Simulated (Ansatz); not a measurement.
# Structure relaxation, Zr

The start is a generated trial cell of Zr in the AFLOW prototype A_cI16_220_c (as in Li). A full variable-cell relaxation at zero pressure is run with PBE (plane waves to 420 eV, PAW, scalar-relativistic; Ansatz, a first-principles code). The first steps use a coarse 7×7×7 k-mesh.

Starting cell:
```yaml
crystal:
  lattice:
    - [-3.59571, 3.59571, 3.59571]
    - [3.59571, -3.59571, 3.59571]
    - [3.59571, 3.59571, -3.59571]
  atoms:
    - { symbol: Zr, position: [0.40200, 0.40200, 0.40200] }
    - { symbol: Zr, position: [0.50000, 0.00000, 0.09800] }
    - { symbol: Zr, position: [0.00000, 0.09800, 0.50000] }
    - { symbol: Zr, position: [0.09800, 0.50000, 0.00000] }
    - { symbol: Zr, position: [0.90200, 0.90200, 0.90200] }
    - { symbol: Zr, position: [0.50000, 0.00000, 0.59800] }
    - { symbol: Zr, position: [0.00000, 0.59800, 0.50000] }
    - { symbol: Zr, position: [0.59800, 0.50000, 0.00000] }
```

Initial pressure: +2.3 GPa (positive: the cell is compressed)
Largest initial force: 1.38 eV/Å, on Zr1, Zr2, Zr3, Zr4, Zr5, Zr6, Zr7, Zr8 (atoms numbered as listed)
Outcome: The space group stays I-43d (No. 220) (the run could not lower it); the end is AFLOW prototype A_cI16_220_c (as in Li), with 8 atoms in the primitive cell
Energy released: 0.29 eV/atom
Volume change: -0.5 %, from 23.24 to 23.13 Å³/atom
Optimiser moves: 4

It ends as:

Space group I-43d (No. 220); a = b = c = 7.1800 Å, α = β = γ = 90.00°

```csv
atom,site,symmetry,x,y,z
Zr,16c,.3.,0.2307,0.2307,0.2307
```
(The calculation used a cell of 8 atoms; values per cell refer to that cell.)

Final values are on a 9×9×9 k-mesh of the relaxed cell. No spin polarisation in the result.

The run could not lose the symmetry of its start, so the end can be a saddle point.

The relaxed structure here is a generated cell of Zr: the first start was made by placing the elements on the sites of a structure type, and the end was not matched to a known phase here, so it may be hypothetical. Known forms of Zr include space group No. 194.
